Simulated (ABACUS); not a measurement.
A self-consistent single point of TaN (P-62m, 6 atoms in the cell; from Materials Project mp-1279, changed as shown).

```yaml
crystal:
  lattice:
    - [5.10217, 0.00000, 0.00000]
    - [-2.55109, 4.41861, 0.00000]
    - [0.00000, 0.00000, 2.85525]
  atoms:
    - { symbol: Ta, position: [0.00000, 0.00000, 0.00000] }
    - { symbol: Ta, position: [0.33333, 0.66667, 0.50000] }
    - { symbol: Ta, position: [0.66667, 0.33333, 0.50000] }
    - { symbol: N, position: [0.39239, 0.00000, 0.00000] }
    - { symbol: N, position: [0.60761, 0.60761, 0.00000] }
    - { symbol: N, position: [0.00000, 0.39239, 0.00000] }
```

All values come from this method and carry its errors: PBEsol, PseudoDojo 0.4 standard norm-conserving PBEsol (tails mended) pseudopotentials (plane waves; ABACUS 3.10.1).

ABACUS settings:

| setting | value |
|---|---|
| KPT | Gamma 5 5 7 0 0 0 |
| basis_type | pw |
| ecutwfc | 84 Ry |
| smearing_method | fd |
| smearing_sigma | 0.00367493 Ry |
| potentials | PseudoDojo 0.4 standard norm-conserving PBEsol (tails mended) |
| symmetry | 1 |
| symmetry_prec | 1e-05 |
| ks_solver | dav |
| scf_nmax | 100 |
| scf_thr | 1.0e-09 Ry |
| mixing_type | broyden |
| mixing_beta | 0.7 |

Results:

- Number of valence electrons: 54
- Number of bands: 37
- Number of k-points after the program's reduction: 20
- Number of plane waves (most at a k-point): 5680
- Number of SCF iterations: 9
- FFT grid: 60 × 60 × 32
- Free energy E − TS: -6164.7035 eV
- Fermi level (on the code's own zero): 20.68 eV
- Pressure: 15.54 GPa
- Largest force (vector length): 0.291 eV/Å

Forces (eV/Å):
```tsv
atom	Fx	Fy	Fz
Ta1	0.000	0.000	0.000
Ta2	0.000	0.000	0.000
Ta3	0.000	0.000	0.000
N4	0.291	0.000	0.000
N5	-0.145	-0.252	0.000
N6	-0.145	0.252	0.000
```

Stress (GPa, positive for compression):
```
15.28   0.00   0.00
 0.00  15.28   0.00
 0.00   0.00  16.06
```

For comparison: a first run was changed to give this one (volume scaled by 0.94), and from it to this one the free energy goes up by 17.6 meV/atom, the pressure goes from -6.17 to 15.54 GPa and the largest force goes from 0.014 to 0.291 eV/Å.

The structure comes from a collection of computed structures, made at another level of theory; the collection holds predicted forms beside known ones. No clean gap shows at this smearing width and mesh (spacing up to 0.31 Å⁻¹); the mesh is coarse for partly filled bands, so the values carry mesh errors.

Cost on one core: about 100 core-seconds (a rough figure).

“Tails mended”: in these copies of the files the far tail of each local potential was reset to the Coulomb form.
